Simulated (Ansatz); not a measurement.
Ce (fcc (Cu type), Fm-3m) at seven volumes, plane-wave PAW PBEsol (Ansatz code), scaled uniformly. One row is withheld.

```
V (Å³/atom)  P (GPa)
-----------  -------
21.797          5.92
22.515          3.57
23.234             ?
23.952          0.01
24.671         -1.35
25.389         -2.49
26.108         -3.47
```

### Question
Fit the shown pressures and predict the withheld one.

### Answer
Third-order Birch–Murnaghan: P = (3/2)B₀(x^(7/2) − x^(5/2))[1 + (3/4)(B′ − 4)(x − 1)] with x = (V₀/V)^(2/3). Least squares on the six rows gives V₀ = 23.957 Å³/atom, B₀ = 49.62 GPa, B′ = 4.90. At V = 23.234, x = 1.0206 and P = 1.64 GPa. The run itself gave 1.63 GPa.

The PBEsol relaxation kept the symmetry of its start. The workflow began spin-polarised and lost its moments. The volume lies over 15 % below that of the usual cell of this phase: another minimum, or an error of the functional. The 4f shell is in the valence. No Hubbard U is applied. Scalar-relativistic: spin–orbit coupling is off unless named, which matters more the heavier the elements.

Potentials: the earlier of the program's two PAW sets. The files were generated under PBE; for other functionals the program regenerates the frozen cores, and for LDA and PBEsol the local potential too.
